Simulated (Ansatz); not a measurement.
Given:

PbSe:
```cif
data_Pb4Se4
_chemical_formula_sum 'Se4 Pb4'
_space_group_name_H-M_alt 'F-43m'
_space_group_IT_number 216
_space_group_name_Hall 'F -4 2 3'
_cell_length_a 6.84594
_cell_length_b 6.84594
_cell_length_c 6.84594
_cell_angle_alpha 90.000
_cell_angle_beta 90.000
_cell_angle_gamma 90.000
loop_
_atom_site_label
_atom_site_type_symbol
_atom_site_symmetry_multiplicity
_atom_site_Wyckoff_symbol
_atom_site_fract_x
_atom_site_fract_y
_atom_site_fract_z
_atom_site_occupancy
Se1 Se 4 c 0.25000 0.25000 0.25000 1
Pb1 Pb 4 a 0.00000 0.00000 0.00000 1
```
(The calculation used a cell of 2 atoms; values per cell refer to that cell.)

This is the r²SCAN-relaxed structure.

Task: All from r²SCAN (plane waves, PAW; program Ansatz), unless another level is named. Predict the band gap.

Result: 0.79 eV (indirect).

Task: What about the smallest direct gap on the standard path?

Result: 1.34 eV.

Task: Next, the valence-band maximum?

Result: at W.

Task: And the weight of the conduction-edge state by species (Voronoi cells)?

Result: Pb 73 %, Se 27 %.

A made-up cell: these elements were put on the sites of a structure type; neither database checked (COD, Materials Project) lists it. It is not the phase usual at ambient conditions (space group No. 225). The r²SCAN relaxation kept the symmetry of its start. At this level the phase is mechanically unstable. Spin–orbit coupling is left out wherever it is not named.

Potentials: the later of the program's two PAW sets.
